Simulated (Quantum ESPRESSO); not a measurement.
Hf3AlO7F (made-up cell), Hf2NbGaO8 (made-up cell) (calculated)

All values are calculated (Quantum ESPRESSO 7.5). Calculation on a made-up crystal cell, not a measurement, run twice, once with a planted mistake found by running each candidate: periodic Kohn-Sham density functional theory in plane waves with PseudoDojo standard norm-conserving scalar-relativistic pseudopotentials, each functional with its own files (v0.5 for PBE, v0.4.1 for LDA and PBEsol), no spin polarisation, no spin-orbit coupling, atoms not relaxed, stress positive in tension, energies less a fixed whole-eV offset for each atom's element; levels are Kohn-Sham levels at fractions of this cell's reciprocal vectors, counted from the reference band (half the neutral cell's valence electrons, rounded up) at Gamma; error bars cover cutoff and k-mesh only, not smearing or the files; each bar is the largest change over components, and at least 0.002 eV, 0.002 eV per angstrom or 0.02 GPa; a charged cell sits in a uniform background, with energy and stress on this program's zero of potential; no dispersion term; energies are for the whole cell, and the offsets were chosen from early runs and are not element reference energies; a distance is the largest change of any value in units of its error bar (the energy's for the smearing term), a scale change is of lengths, and a coarse mesh keeps the half-step shift.

Common to all runs: lattice type rutile, doubled along c; intended functional pbe; intended cutoff 1143 eV; intended fermi dirac smearing 0.025 eV; intended scf tolerance 1e-07 eV; intended electrons removed 0; healthy smearing term minus ts 0 eV; candidate k points along each vector 2; candidate functional pbesol; candidate electrons removed -1; candidate first exchanged site 1; intended k mesh 5 x 5 x 4, shifted by half a step; structure shown as intended, without the mistake.

Notes on all entries: the hafnium pseudopotential is less sure than the others, with forces about 3 percent (worst 6) and pressure in oxides about 1.5 GPa (worst 2.7) from a second method in checks, which the error bars do not cover.

(1) Hf3AlO7F (made-up cell)

Intended structure:
```
Hf3AlO7F
1.0
      4.8263     0.0121     0.0270
      0.0121     4.8090    -0.0282
      0.0358    -0.0373     6.2848
Hf Al Hf O F O
1 1 2 2 1 5
Direct
  -0.00471 -0.01543 -0.00441
  0.49827 0.50516 0.24284
  -0.01044 0.00157 0.49938
  0.51503 0.49436 0.74888
  0.31289 0.31607 0.00480
  0.69318 0.69341 0.00036
  0.80454 0.19196 0.24309
  0.20265 0.79635 0.24381
  0.30350 0.31075 0.49536
  0.68476 0.69805 0.49647
  0.80277 0.19380 0.75892
  0.19440 0.80161 0.74468
```

- healthy free energy less offsets: -0.78 eV
- healthy scf iterations: 14
- healthy pressure: 0.43 GPa
- healthy stress xx: 1.67 GPa
- healthy stress yy: -0.15 GPa
- healthy stress zz: -2.81 GPa
- healthy stress yz: -0.92 GPa
- healthy stress xz: 1.1 GPa
- healthy stress xy: 5.02 GPa
- healthy reference band: 44
- faulty free energy less offsets: -0.695 eV
- faulty scf iterations: 14
- faulty smearing term minus ts: 0 eV
- faulty pressure: -5.88 GPa
- faulty stress xx: 7.29 GPa
- faulty stress yy: 5.54 GPa
- faulty stress zz: 4.82 GPa
- faulty stress yz: -0.92 GPa
- faulty stress xz: 1.1 GPa
- faulty stress xy: 4.9 GPa
- faulty reference band: 44
- candidate cutoff: 727 eV
- candidate smearing: 0.82 eV
- candidate scf tolerance: 0.09 eV
- candidate scale change: 1.1 percent
- candidate second exchanged site: 2
- fault kind: cell scaled
- other mistakes compared: 7
- distance from healthy: 265.3 error bars
- distance from nearest other mistake: 244.7 error bars
- healthy error bar energy: 0.003401 eV
- healthy error bar stress: 0.02876 GPa
- healthy error bar force: 0.002 eV/Å
- healthy error bar next band up: 0.002 eV

Atoms:
```tsv
atoms element	atom site	atom energy offset (eV)
Hf	1	-1535
Al	2	-64
Hf	3	-1535
Hf	4	-1535
O	5	-452
O	6	-452
F	7	-677
O	8	-452
O	9	-452
O	10	-452
O	11	-452
O	12	-452
```

Healthy forces:
```tsv
site	x (eV/Å)	y (eV/Å)	z (eV/Å)
1	2.934	-1.19	-0.969
2	-2.259	1.308	0.177
3	2.69	-1.557	1.115
4	-1.917	0.108	-0.164
5	-0.131	-0.493	1.136
6	0.084	-0.081	1.696
7	-1.512	1.667	0.421
8	-0.367	0.352	0.426
9	0.189	-0.303	-1.172
10	0.496	-0.07	-1.792
11	0.539	-0.45	-0.635
12	-0.745	0.709	-0.238
```

Healthy levels:
```tsv
level k point	next band up (eV)
Gamma	3.268
(1/2,1/2,1/2)	4.466
(0.15,0,0)	3.379
(0,0.15,0)	3.377
(0,0,0.15)	3.411
```

Faulty forces:
```tsv
site	x (eV/Å)	y (eV/Å)	z (eV/Å)
1	2.755	-1.253	-1.015
2	-2.27	1.319	0.113
3	2.608	-1.562	1.152
4	-1.788	0.075	-0.125
5	-0.009	-0.381	0.952
6	0.114	-0.069	1.448
7	-1.233	1.364	0.394
8	-0.57	0.532	0.365
9	0.211	-0.279	-0.969
10	0.492	-0.086	-1.528
11	0.558	-0.479	-0.624
12	-0.866	0.819	-0.163
```

Faulty levels:
```tsv
level k point	next band up (eV)
Gamma	3.158
(1/2,1/2,1/2)	4.304
(0.15,0,0)	3.265
(0,0.15,0)	3.263
(0,0,0.15)	3.296
```

Candidate mistake: coarse kmesh, low cutoff, wide smearing, wrong functional, loose scf, wrong charge, cell scaled, atoms exchanged

(2) Hf3AlO7F (made-up cell)

Structure as in entry 1.

- healthy free energy less offsets: -0.78 eV
- healthy scf iterations: 14
- healthy pressure: 0.43 GPa
- healthy stress xx: 1.67 GPa
- healthy stress yy: -0.15 GPa
- healthy stress zz: -2.81 GPa
- healthy stress yz: -0.92 GPa
- healthy stress xz: 1.1 GPa
- healthy stress xy: 5.02 GPa
- healthy reference band: 44
- faulty free energy less offsets: -0.541 eV
- faulty scf iterations: 13
- faulty smearing term minus ts: 0 eV
- faulty pressure: 2.26 GPa
- faulty stress xx: -0.23 GPa
- faulty stress yy: -1.83 GPa
- faulty stress zz: -4.72 GPa
- faulty stress yz: -1.54 GPa
- faulty stress xz: 0.79 GPa
- faulty stress xy: 3.91 GPa
- faulty reference band: 44
- candidate cutoff: 727 eV
- candidate smearing: 0.82 eV
- candidate scf tolerance: 0.09 eV
- candidate scale change: 1.1 percent
- candidate second exchanged site: 2
- fault kind: atoms exchanged
- other mistakes compared: 7
- distance from healthy: 1104 error bars
- distance from nearest other mistake: 1000 error bars
- healthy error bar energy: 0.003401 eV
- healthy error bar stress: 0.02876 GPa
- healthy error bar force: 0.002 eV/Å
- healthy error bar next band up: 0.002 eV

Atoms:
```tsv
atoms element	atom site	atom energy offset (eV)
Hf	1	-1535
Al	2	-64
Hf	3	-1535
Hf	4	-1535
O	5	-452
O	6	-452
F	7	-677
O	8	-452
O	9	-452
O	10	-452
O	11	-452
O	12	-452
```

Healthy forces:
```tsv
site	x (eV/Å)	y (eV/Å)	z (eV/Å)
1	2.934	-1.19	-0.969
2	-2.259	1.308	0.177
3	2.69	-1.557	1.115
4	-1.917	0.108	-0.164
5	-0.131	-0.493	1.136
6	0.084	-0.081	1.696
7	-1.512	1.667	0.421
8	-0.367	0.352	0.426
9	0.189	-0.303	-1.172
10	0.496	-0.07	-1.792
11	0.539	-0.45	-0.635
12	-0.745	0.709	-0.238
```

Healthy levels:
```tsv
level k point	next band up (eV)
Gamma	3.268
(1/2,1/2,1/2)	4.466
(0.15,0,0)	3.379
(0,0.15,0)	3.377
(0,0,0.15)	3.411
```

Faulty forces:
```tsv
site	x (eV/Å)	y (eV/Å)	z (eV/Å)
1	1.367	-1.177	-1.926
2	-2.121	1.346	-0.161
3	2.659	-1.675	2.89
4	-1.72	0.482	0.627
5	-1.655	-2.011	-0.406
6	2.114	1.916	0.189
7	0.582	-0.542	-1.295
8	-2.047	1.961	-0.571
9	-0.439	-0.944	-0.169
10	1.264	0.726	-0.269
11	1.163	-1.175	0.643
12	-1.166	1.091	0.447
```

Faulty levels:
```tsv
level k point	next band up (eV)
Gamma	3.335
(1/2,1/2,1/2)	4.534
(0.15,0,0)	3.508
(0,0.15,0)	3.509
(0,0,0.15)	3.489
```

Candidate mistake: coarse kmesh, low cutoff, wide smearing, wrong functional, loose scf, wrong charge, cell scaled, atoms exchanged

(3) Hf2NbGaO8 (made-up cell)

Intended structure:
```
Hf2NbGaO8
1.0
      4.7645     0.0000     0.0000
      0.0000     4.7645     0.0000
      0.0000     0.0000     6.3004
Ga Hf Nb Hf O
1 1 1 1 8
Direct
  0.00325 -0.00126 -0.00170
  0.49117 0.50540 0.24446
  -0.01511 -0.00344 0.50298
  0.49600 0.50347 0.74806
  0.30213 0.29581 -0.00052
  0.68666 0.69732 0.00406
  0.80483 0.19528 0.25644
  0.19398 0.79601 0.25292
  0.30412 0.30471 0.49449
  0.70018 0.69705 0.50917
  0.79278 0.18659 0.74386
  0.19889 0.81007 0.74854
```

- healthy free energy less offsets: -3.492 eV
- healthy scf iterations: 15
- healthy pressure: 2.23 GPa
- healthy stress xx: -2.61 GPa
- healthy stress yy: -2.88 GPa
- healthy stress zz: -1.19 GPa
- healthy stress yz: 1.25 GPa
- healthy stress xz: 1.43 GPa
- healthy stress xy: 3.78 GPa
- healthy reference band: 49
- faulty free energy less offsets: -3.5 eV
- faulty scf iterations: 15
- faulty smearing term minus ts: 0 eV
- faulty pressure: 2.23 GPa
- faulty stress xx: -2.77 GPa
- faulty stress yy: -3.04 GPa
- faulty stress zz: -0.9 GPa
- faulty stress yz: 1.25 GPa
- faulty stress xz: 1.42 GPa
- faulty stress xy: 3.82 GPa
- faulty reference band: 49
- candidate cutoff: 705 eV
- candidate smearing: 0.57 eV
- candidate scf tolerance: 0.03 eV
- candidate scale change: -1.23 percent
- candidate second exchanged site: 4
- fault kind: coarse kmesh
- other mistakes compared: 7
- distance from healthy: 10.45 error bars
- distance from nearest other mistake: 74.82 error bars
- healthy error bar energy: 0.003795 eV
- healthy error bar stress: 0.03354 GPa
- healthy error bar force: 0.002 eV/Å
- healthy error bar next band up: 0.002 eV

Atoms:
```tsv
atoms element	atom site	atom energy offset (eV)
Ga	1	-2080
Hf	2	-1535
Nb	3	-1693
Hf	4	-1535
O	5	-452
O	6	-452
O	7	-452
O	8	-452
O	9	-452
O	10	-452
O	11	-452
O	12	-452
```

Healthy forces:
```tsv
site	x (eV/Å)	y (eV/Å)	z (eV/Å)
1	-0.025	-0.056	0.394
2	0.226	-0.814	-0.849
3	0.485	0.883	-0.588
4	-0.528	-0.587	1.647
5	-0.617	-0.375	-0.072
6	1.249	0.887	-0.652
7	0.987	-1.109	0.721
8	-1.545	1.532	0.693
9	-1.137	-1.067	0.643
10	0.769	0.673	-0.836
11	1.238	-0.755	-0.499
12	-1.101	0.786	-0.603
```

Healthy levels:
```tsv
level k point	next band up (eV)
Gamma	1.897
(1/2,1/2,1/2)	2.685
(0.15,0,0)	2.025
(0,0.15,0)	2.024
(0,0,0.15)	2.049
```

Faulty forces:
```tsv
site	x (eV/Å)	y (eV/Å)	z (eV/Å)
1	-0.024	-0.056	0.392
2	0.234	-0.82	-0.868
3	0.484	0.898	-0.594
4	-0.522	-0.59	1.665
5	-0.616	-0.367	-0.072
6	1.242	0.88	-0.654
7	0.983	-1.108	0.735
8	-1.542	1.529	0.714
9	-1.157	-1.081	0.643
10	0.78	0.691	-0.832
11	1.235	-0.755	-0.512
12	-1.097	0.781	-0.617
```

Faulty levels:
```tsv
level k point	next band up (eV)
Gamma	1.902
(1/2,1/2,1/2)	2.689
(0.15,0,0)	2.029
(0,0.15,0)	2.028
(0,0,0.15)	2.053
```

Candidate mistake: coarse kmesh, low cutoff, wide smearing, wrong functional, loose scf, wrong charge, cell scaled, atoms exchanged

(4) Hf2NbGaO8 (made-up cell)

Structure as in entry 3.

- healthy free energy less offsets: -3.492 eV
- healthy scf iterations: 15
- healthy pressure: 2.23 GPa
- healthy stress xx: -2.61 GPa
- healthy stress yy: -2.88 GPa
- healthy stress zz: -1.19 GPa
- healthy stress yz: 1.25 GPa
- healthy stress xz: 1.43 GPa
- healthy stress xy: 3.78 GPa
- healthy reference band: 49
- faulty free energy less offsets: -3.48 eV
- faulty scf iterations: 7
- faulty smearing term minus ts: 0 eV
- faulty pressure: 1.58 GPa
- faulty stress xx: -2.04 GPa
- faulty stress yy: -2.31 GPa
- faulty stress zz: -0.39 GPa
- faulty stress yz: 1.2 GPa
- faulty stress xz: 1.43 GPa
- faulty stress xy: 4.68 GPa
- faulty reference band: 49
- candidate cutoff: 705 eV
- candidate smearing: 0.57 eV
- candidate scf tolerance: 0.03 eV
- candidate scale change: -1.23 percent
- candidate second exchanged site: 4
- fault kind: loose scf
- other mistakes compared: 7
- distance from healthy: 76.78 error bars
- distance from nearest other mistake: 74.82 error bars
- healthy error bar energy: 0.003795 eV
- healthy error bar stress: 0.03354 GPa
- healthy error bar force: 0.002 eV/Å
- healthy error bar next band up: 0.002 eV

Atoms:
```tsv
atoms element	atom site	atom energy offset (eV)
Ga	1	-2080
Hf	2	-1535
Nb	3	-1693
Hf	4	-1535
O	5	-452
O	6	-452
O	7	-452
O	8	-452
O	9	-452
O	10	-452
O	11	-452
O	12	-452
```

Healthy forces:
```tsv
site	x (eV/Å)	y (eV/Å)	z (eV/Å)
1	-0.025	-0.056	0.394
2	0.226	-0.814	-0.849
3	0.485	0.883	-0.588
4	-0.528	-0.587	1.647
5	-0.617	-0.375	-0.072
6	1.249	0.887	-0.652
7	0.987	-1.109	0.721
8	-1.545	1.532	0.693
9	-1.137	-1.067	0.643
10	0.769	0.673	-0.836
11	1.238	-0.755	-0.499
12	-1.101	0.786	-0.603
```

Healthy levels:
```tsv
level k point	next band up (eV)
Gamma	1.897
(1/2,1/2,1/2)	2.685
(0.15,0,0)	2.025
(0,0.15,0)	2.024
(0,0,0.15)	2.049
```

Faulty forces:
```tsv
site	x (eV/Å)	y (eV/Å)	z (eV/Å)
1	-0.02	-0.032	0.459
2	0.216	-0.815	-0.924
3	0.45	0.922	-0.65
4	-0.539	-0.595	1.707
5	-0.613	-0.375	-0.082
6	1.242	0.884	-0.665
7	1.006	-1.129	0.76
8	-1.524	1.51	0.67
9	-1.105	-1.029	0.635
10	0.728	0.642	-0.837
11	1.234	-0.756	-0.498
12	-1.078	0.773	-0.575
```

Faulty levels:
```tsv
level k point	next band up (eV)
Gamma	2.032
(1/2,1/2,1/2)	2.838
(0.15,0,0)	2.16
(0,0.15,0)	2.16
(0,0,0.15)	2.184
```

Candidate mistake: coarse kmesh, low cutoff, wide smearing, wrong functional, loose scf, wrong charge, cell scaled, atoms exchanged

(5) Hf2NbGaO8 (made-up cell)

Structure as in entry 3.

* healthy free energy less offsets: -3.492 eV
* healthy scf iterations: 15
* healthy pressure: 2.23 GPa
* healthy stress xx: -2.61 GPa
* healthy stress yy: -2.88 GPa
* healthy stress zz: -1.19 GPa
* healthy stress yz: 1.25 GPa
* healthy stress xz: 1.43 GPa
* healthy stress xy: 3.78 GPa
* healthy reference band: 49
* faulty free energy less offsets: 8.36 eV
* faulty scf iterations: 14
* faulty smearing term minus ts: -0.001 eV
* faulty pressure: 23.15 GPa
* faulty stress xx: -22.52 GPa
* faulty stress yy: -22.64 GPa
* faulty stress zz: -24.29 GPa
* faulty stress yz: 1.41 GPa
* faulty stress xz: 1.5 GPa
* faulty stress xy: 0.14 GPa
* faulty reference band: 49
* candidate cutoff: 705 eV
* candidate smearing: 0.57 eV
* candidate scf tolerance: 0.03 eV
* candidate scale change: -1.23 percent
* candidate second exchanged site: 4
* fault kind: wrong charge
* other mistakes compared: 7
* distance from healthy: 3123 error bars
* distance from nearest other mistake: 1304 error bars
* healthy error bar energy: 0.003795 eV
* healthy error bar stress: 0.03354 GPa
* healthy error bar force: 0.002 eV/Å
* healthy error bar next band up: 0.002 eV

Atoms:
```tsv
atoms element	atom site	atom energy offset (eV)
Ga	1	-2080
Hf	2	-1535
Nb	3	-1693
Hf	4	-1535
O	5	-452
O	6	-452
O	7	-452
O	8	-452
O	9	-452
O	10	-452
O	11	-452
O	12	-452
```

Healthy forces:
```tsv
site	x (eV/Å)	y (eV/Å)	z (eV/Å)
1	-0.025	-0.056	0.394
2	0.226	-0.814	-0.849
3	0.485	0.883	-0.588
4	-0.528	-0.587	1.647
5	-0.617	-0.375	-0.072
6	1.249	0.887	-0.652
7	0.987	-1.109	0.721
8	-1.545	1.532	0.693
9	-1.137	-1.067	0.643
10	0.769	0.673	-0.836
11	1.238	-0.755	-0.499
12	-1.101	0.786	-0.603
```

Healthy levels:
```tsv
level k point	next band up (eV)
Gamma	1.897
(1/2,1/2,1/2)	2.685
(0.15,0,0)	2.025
(0,0.15,0)	2.024
(0,0,0.15)	2.049
```

Faulty forces:
```tsv
site	x (eV/Å)	y (eV/Å)	z (eV/Å)
1	-0.132	0.034	0.373
2	0.301	-0.775	-0.694
3	0.9	0.526	-0.726
4	-0.447	-0.578	1.449
5	-0.078	0.16	-0.055
6	0.698	0.334	-0.66
7	0.501	-0.546	-0.052
8	-1.193	1.212	0.118
9	-0.989	-0.939	0.621
10	0.495	0.37	-0.794
11	0.743	-0.263	0.337
12	-0.798	0.465	0.081
```

Faulty levels:
```tsv
level k point	next band up (eV)
Gamma	2.506
(1/2,1/2,1/2)	3.571
(0.15,0,0)	2.65
(0,0.15,0)	2.651
(0,0,0.15)	2.683
```

Candidate mistake: coarse kmesh, low cutoff, wide smearing, wrong functional, loose scf, wrong charge, cell scaled, atoms exchanged
